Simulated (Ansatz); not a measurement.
# ZnP₂O: reading a single point

```yaml
crystal:
  lattice:
    - [0.00000, 5.08524, 0.00000]
    - [5.08524, 0.00000, 0.00000]
    - [2.54262, 2.54262, -5.01074]
  atoms:
    - { symbol: O, position: [0.50000, 0.50000, 0.00000] }
    - { symbol: O, position: [0.25000, 0.75000, 0.50000] }
    - { symbol: Zn, position: [0.00000, 0.00000, 0.00000] }
    - { symbol: Zn, position: [0.75000, 0.25000, 0.50000] }
    - { symbol: P, position: [0.37500, 0.38900, 0.75000] }
    - { symbol: P, position: [0.61100, 0.12500, 0.25000] }
    - { symbol: P, position: [0.87500, 0.86100, 0.75000] }
    - { symbol: P, position: [0.13900, 0.62500, 0.25000] }
```

The numbers come from plane-wave PAW DFT (Ansatz): PBE, no spin polarisation, 420 eV, 8×8×8 Γ-centred k points, fermi-dirac occupations (width 0.1 eV). Nothing was relaxed.

(1) Is it stable against the elements?

(2) How is the charge shared?

(3) Is there a gap?

(4) Is the cell too large or too small?

(5) Which atom feels the largest force, and which way?

Origin: a known structure type with other elements, at an estimated volume, so it need not be a known compound. Caveats: atoms or cell far from equilibrium.

Answers

(1) 0.31 eV an atom against the elements' usual phases (free molecules for gases, crystals otherwise, with no correction for O₂ or N₂), so at this geometry it isn't bound against them. Relaxing would lower it.

(2) Bader charges in e: Zn +0.47, P +0.19, O -0.85. In the mean Zn gives up most and O takes most.

(3) It is a metal, with about 1.7 states/eV a cell as the mean within 0.25 eV of the Fermi level, mostly P p (73 %).

(4) The pressure is 4.0 GPa (compression positive), so with the atoms held at these fractions the cell would first expand; the forces are large, so a full relaxation may end otherwise. The principal stresses 2.6, 2.6, 6.7 GPa differ, so its shape would change too.

(5) The largest is on P7 (and as large on other atoms): 1.54 eV/Å, components (-1.54, 0.00, 0.00). It makes 56° with the line to a nearest neighbour, O1 at 2.15 Å.
